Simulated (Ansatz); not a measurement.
Values for one crystal, relaxed and computed with DFT-PBEsol in the program Ansatz with PAW potentials; other levels are named.

- Volume per atom = 12.76 Å³
- Electronic character = metallic (no gap)
- Pressure derivative B′ = 4.5
- Mechanical stability = stable (all eigenvalues of C positive)
- Hill bulk and shear moduli = 185 and 135 GPa
- Debye temperature from the elastic constants = 704 K
- Elastic constants (relaxed ions, GPa) = C11 = 296, C12 = 95.4, C13 = 125, C33 = 404, C44 = 196

Q: Which compound is it?
(A) V2N, P-31m (V on 6k, N on 1a, N on 2d)
(B) VS, NiAs type
(C) BPt, NiAs type
(D) EuS, rock salt

A: B, VS, NiAs type

Space group P6_3/mmc (NiAs type). The first step of the workflow began from a Materials Project structure, measured or hypothetical; the Crystallography Open Database files this formula in space group No. 194, but the cells were not matched. Its standing as an ambient phase is unchecked. The cell was relaxed with PBEsol under the symmetry of its start; whether a distortion lowers the energy is not shown. No spin polarisation was allowed. As this level gives no gap, shear constants depend on the k-mesh and smearing (Fermi–Dirac, 0.1 eV here). On the denser mesh and wider smearing of the elastic run this cell carries a stress of 0.4 GPa.

Potentials: the later of the program's two PAW sets.
